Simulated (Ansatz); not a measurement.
The start is a generated trial cell of BePd in the AFLOW prototype AB_tP4_129_c_c (B11, as in TiCu). The cell and all atomic positions are relaxed at zero pressure with PBE (plane waves to 420 eV, PAW, scalar-relativistic; Ansatz, an electronic-structure program). First-step values are on the input's coarse k-mesh.

Ansatz input (later rounds restart from its end on a renewed k-mesh):
Ansatz 0.2 input:
```yaml
crystal:
  lattice:
    - [2.8926753, 0, 0]
    - [0, 2.8926753, 0]
    - [0, 0, 5.5107001]
  atoms:
    - { symbol: Be, position: [0.5, 0, 0.65] }
    - { symbol: Be, position: [0, 0.5, 0.35] }
    - { symbol: Pd, position: [0.5, 0, 0.1] }
    - { symbol: Pd, position: [0, 0.5, 0.9] }
basis: { ecutwfc: 420, ecutrho_ratio: 4, xc_grid: 2, fft_grid_basis: typed }
kpoints: { mp_grid: { grid: [11, 11, 6] } }
hamiltonian:
  xc: pbe
  dispersion: none
  pseudopotentials: { kind: paw }
scf: { occupations: { method: fermi_dirac, width: 0.05 } }
relax: { f_tol: 0.01, max_steps: 100, cell: { stress_tol: 0.02 } }
output: { forces: true, stress: true }
```

```yaml
initial_pressure: "+43.9 GPa (positive: the cell is compressed)"
outcome: The space group stays P4/nmm (No. 129) (the run could not lower it); the end is AFLOW prototype AB_tP4_129_c_c (B11, as in TiCu), with 4 atoms in the primitive cell
energy_released: 1.03 eV/atom
volume_change: +1.1 %, from 11.53 to 11.66 Å³/atom
Shortest distances (start → end): "The closest pairs of elements (up to four, under 3.6 Å), start → end: Pd–Pd 2.32 → 2.88 Å; Be–Pd 2.47 → 2.35 Å; Be–Be 2.63 → 2.37 Å"
band_gap_at_the_end: zero (metallic)
optimiser_moves: 10
```

Final structure:

Space group P4/nmm, origin choice 1 (No. 129); a = 2.8828 Å, b = 2.8828 Å, c = 5.6122 Å, α = 90.00°, β = 90.00°, γ = 90.00°

```json
[
 {"atom": "Be", "site": "2c", "symmetry": "4mm", "x": "0.0000", "y": "0.5000", "z": "0.3925"},
 {"atom": "Pd", "site": "2c", "symmetry": "4mm", "x": "0.5000", "y": "0.0000", "z": "0.1839"}
]
```

Final values are on a 16×16×8 k-mesh of the relaxed cell. No spin polarisation in the result.

The run could not lose the symmetry of its start: the end is stationary, and may be a saddle point rather than a minimum.

The relaxed structure here is a generated cell of BePd: the first start was made by placing the elements on the sites of a structure type, and the end was not matched to a known phase here, so it may be hypothetical.
